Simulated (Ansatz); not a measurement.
Cu: strain energy, fitted

Cu, P6_3/mmc, a = 2.531 Å, c = 4.130 Å. This isn't the element's structure at ambient conditions. Ansatz: r2SCAN, PAW, 500 eV, Γ-centred 24×24×12 mesh on 2 atoms, Gaussian smearing 0.10 eV; no spin polarisation. Series: biaxial strain in the a-b plane, c and atoms relaxed; x is the strain in per cent. y is the free energy over the unstrained cell, V0 = 11.451 Å³/atom.

| x (%) | y (meV/atom) |
| --- | --- |
| -6.0 | ? |
| -4.0 | 41.12 |
| -2.0 | 8.83 |
| 0.0 | 0.00 |
| 2.0 | 9.76 |
| 4.0 | 33.77 |
| 6.0 | 67.19 |

Fit y = c2 x² + c3 x³ to the other rows, turn c2 into a modulus, and predict the missing energy.

Least squares on the rows shown. y = 2.3025 x² − 0.070104 x³. In eV per unit strain² c2 is 23.03; M is the biaxial modulus (E = M V0 ε²): 23.03 × 160.2 / (11.451) = 322 GPa. With a term in x⁴ added, the coefficient of x² becomes 2.431, 6 % more, which shows how far this figure hangs on the form. At x = -6.0 the fit asked for gives 98.03 meV/atom. The run gave 101.85 meV/atom, so the fit is 3.82 meV/atom too low, 3.8 % of the span of the series, against an rms of 0.95 meV/atom on the fitted rows. The row lies outside the fitted range. With a term in x⁴ added, a fit to the same known rows predicts 91.77 meV/atom, further off still.